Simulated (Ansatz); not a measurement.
YSiNO2:
```yaml
crystal:
  lattice:
    - [3.57798, 0.00000, 0.00000]
    - [0.00000, 3.57798, 0.00000]
    - [0.00000, 0.00000, 3.69672]
  atoms:
    - { symbol: Y, position: [0.00000, 0.00000, 0.50000] }
    - { symbol: Si, position: [0.50000, 0.50000, 0.00000] }
    - { symbol: N, position: [0.50000, 0.50000, 0.50000] }
    - { symbol: O, position: [0.50000, 0.00000, 0.00000] }
    - { symbol: O, position: [0.00000, 0.50000, 0.00000] }
```

Relaxed with r²SCAN. Independent-particle spectrum: no excitons, no local fields, no scissors shift; 0.1 eV broadening; ε₁ of the summed bands alone.

Q: Tabulate the dielectric function from the program Ansatz at the r²SCAN level (PAW).

A: 

| E (eV) | ε₁ xx | ε₂ xx | ε₁ zz | ε₂ zz |
|---|---|---|---|---|
| 0.0 | 5.30 | 0.00 | 4.61 | 0.00 |
| 0.5 | 5.33 | 0.00 | 4.62 | 0.00 |
| 1.0 | 5.39 | 0.00 | 4.67 | 0.00 |
| 1.5 | 5.51 | 0.00 | 4.74 | 0.00 |
| 2.0 | 5.70 | 0.00 | 4.85 | 0.00 |
| 2.5 | 6.08 | 0.00 | 5.03 | 0.00 |
| 3.0 | 6.46 | 0.50 | 5.31 | 0.02 |
| 3.5 | 6.60 | 0.76 | 5.75 | 0.11 |
| 4.0 | 6.96 | 1.02 | 6.64 | 0.76 |
| 4.5 | 7.52 | 1.46 | 6.51 | 1.85 |
| 5.0 | 8.16 | 2.60 | 6.14 | 2.59 |
| 5.5 | 8.02 | 4.01 | 4.79 | 3.49 |
| 6.0 | 7.34 | 7.73 | 4.50 | 2.47 |
| 6.5 | 3.89 | 7.03 | 4.47 | 2.40 |
| 7.0 | 3.05 | 5.69 | 4.56 | 2.32 |
| 7.5 | 3.45 | 5.77 | 5.18 | 2.38 |
| 8.0 | 1.59 | 5.67 | 5.18 | 3.14 |
| 8.5 | 1.05 | 4.37 | 5.22 | 3.83 |
| 9.0 | 1.37 | 3.43 | 4.49 | 4.60 |
| 9.5 | 1.91 | 3.57 | 4.27 | 5.07 |
| 10.0 | 1.31 | 3.35 | 3.04 | 5.41 |
| 10.5 | 1.57 | 3.06 | 2.01 | 4.42 |
| 11.0 | 1.61 | 2.97 | 1.97 | 3.71 |
| 11.5 | 2.13 | 2.95 | 3.57 | 4.56 |
| 12.0 | 1.57 | 3.38 | 1.06 | 4.54 |

Q: From ε at 3.6 eV (xx: 6.66 + 0.80i), find n, k, the normal reflectivity and the absorption coefficient.

A: n = 2.59, k = 0.155, R = 20 %, α = 2kE/ħc = 57000 cm⁻¹.

With all bands, ε∞ without local fields is 5.45 (xx = yy), 4.76 (zz).

Space group P4/mmm. The start of the workflow was typed in or built on a structure type; neither database checked (COD, Materials Project) lists it. COD files the formula under space group No. 15, 63, so this cell is another polymorph or a model. Its standing as an ambient phase is unchecked. The r²SCAN relaxation kept the symmetry of its start; whether a distortion lowers the energy is not shown. The run is not spin-polarised. Spin–orbit coupling is left out wherever it is not named.

Potentials: the earlier of the program's two PAW sets.
